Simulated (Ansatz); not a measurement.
Task: Each is relaxed and computed with r²SCAN (plane waves, PAW; program Ansatz). Which is the only metal?
A. CoGe2, Cmce (Co on 8d, Ge on 8f, Ge on 8e)
B. SiO2, Cmce (Si on 4a, O on 8f)
C. CoLi3Nb3O12Ti, P1 (Pearson symbol aP20)
D. GaGeTe, R-3m (Ga on 6c, Ge on 6c, Te on 6c)

Result: A, CoGe2, Cmce (Co on 8d, Ge on 8f, Ge on 8e). CoGe2: metal; CoLi3Nb3O12Ti: gap 1.48 eV; SiO2: gap 7.32 eV (indirect); GaGeTe: gap 0.60 eV (direct). Spin orders computed, not proven ground states: CoLi3Nb3O12Ti, P1 (Pearson symbol aP20) ferromagnetic. Built on a structure type that need not be the filed one of that space group: SiO2, Cmce (Si on 4a, O on 8f). Typed or built starts, not in the databases checked: CoLi3Nb3O12Ti, P1 (Pearson symbol aP20). Not the usual ambient phase: SiO2, Cmce (Si on 4a, O on 8f). Standing as an ambient phase not checked: CoGe2, Cmce (Co on 8d, Ge on 8f, Ge on 8e); GaGeTe, R-3m (Ga on 6c, Ge on 6c, Te on 6c). Weakly bound layers, chains or molecules computed without a dispersion correction, so cells and soft constants are ill determined: GaGeTe, R-3m (Ga on 6c, Ge on 6c, Te on 6c). Unstable at this level: SiO2, Cmce (Si on 4a, O on 8f). All cells were relaxed under the symmetry of their starts (and spin orders); stability against distortions was not tested throughout. Rows with no word on spin ran without spin polarisation. No Hubbard U is applied. Spin–orbit coupling is left out wherever it is not named.

Potentials: the later of the program's two PAW sets.
